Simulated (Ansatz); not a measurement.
Y2N (anti-CdI2 type, space group No. 164) at seven volumes, DFT-PBE in the program Ansatz with PAW potentials, shape and atoms relaxed at each. One row is withheld.

```tsv
V (Å³/atom)	P (GPa)
19.348	8.27
19.986	5.10
20.624	2.37
21.262	0.00
21.899	?
22.537	-3.76
23.175	-5.20
```

Fit the shown pressures and predict the withheld one.

P = (3/2)B₀(x^(7/2) − x^(5/2))[1 + (3/4)(B′ − 4)(x − 1)] with x = (V₀/V)^(2/3). Least squares on the six rows gives V₀ = 21.265 Å³/atom, B₀ = 72.3 GPa, B′ = 4.07. At V = 21.899, x = 0.9806 and P = -2.00 GPa. The run itself gave -2.03 GPa.

Space group P-3m1 (anti-CdI2 type). The cell is a constructed one: a structure type filled with these elements; neither database checked (COD, Materials Project) lists it. Its standing as an ambient phase is unchecked. The PBE relaxation kept the symmetry of its start; its stability against distortions is not shown here. The run is not spin-polarised.

Potentials: the earlier of the program's two PAW sets.
